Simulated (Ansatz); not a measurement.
AlNi$_{3}$ (Cu3Au type)

```xyz
4
Lattice="3.5261 0.0000 0.0000 0.0000 3.5261 0.0000 0.0000 0.0000 3.5261" Properties=species:S:1:pos:R:3 pbc="T T T"
Ni     0.0000     1.7631     1.7631
Ni     1.7631     1.7631     0.0000
Ni     1.7631     0.0000     1.7631
Al     0.0000     0.0000     0.0000
```

Scan: atom 1 (Ni, nearest neighbour Ni at 2.493 Å; its periodic images, 3.5 Å or more away, move with it) is displaced along Cartesian [111], direction (0.577, 0.577, 0.577) in Cartesian axes, by s. The other atoms stay.

These are r2SCAN (plane waves to 500 eV, PAW, scalar-relativistic; Ansatz, a program for electronic structure) values and carry that method's errors. k mesh 11×11×11 (Γ-centred), Fermi-Dirac smearing 0.05 eV. The energy includes the smearing's −TS. With partly filled bands, energies and forces of such displacements shift with the k mesh and the smearing. AlNi3 was relaxed with its symmetry unable to fall. Relaxed AlNi3 ends ferromagnetic. Other magnetic orders were not checked, so this need not be the ground state. ΔE is measured from the undisplaced structure. The last digit holds for this mesh only.

| s (Å) | ΔE (meV/cell) |
|---|---|
| -0.500 | 1469.3 |
| -0.400 | 891.6 |
| -0.300 | withheld |
| -0.200 | 204.3 |
| -0.100 | 49.7 |
| 0.000 | 0.0 |
| 0.100 | 49.7 |
| 0.200 | 204.3 |
| 0.300 | withheld |
| 0.400 | 891.6 |
| 0.500 | 1469.3 |

Question: Fit an even polynomial form (powers 2, 4, 6) to the given rows and predict ΔE at s = 0.300.

Answer: Least squares on the 9 given rows: ΔE = (4936)·s² + (4356)·s⁴ + (-2367)·s⁶, in meV/cell with s in Å; root-mean-square residual 0.05 meV/cell. At 0.300 the fit gives 477.8 meV/cell; the calculation gives 478.2 meV/cell, so the interpolation is off by -0.4 (-0.1 %). The quadratic term alone would give 444.2 meV/cell.

(For displaced atoms, the force is minus the slope of the energy, and its curvature is a force constant, which sets phonon frequencies.)
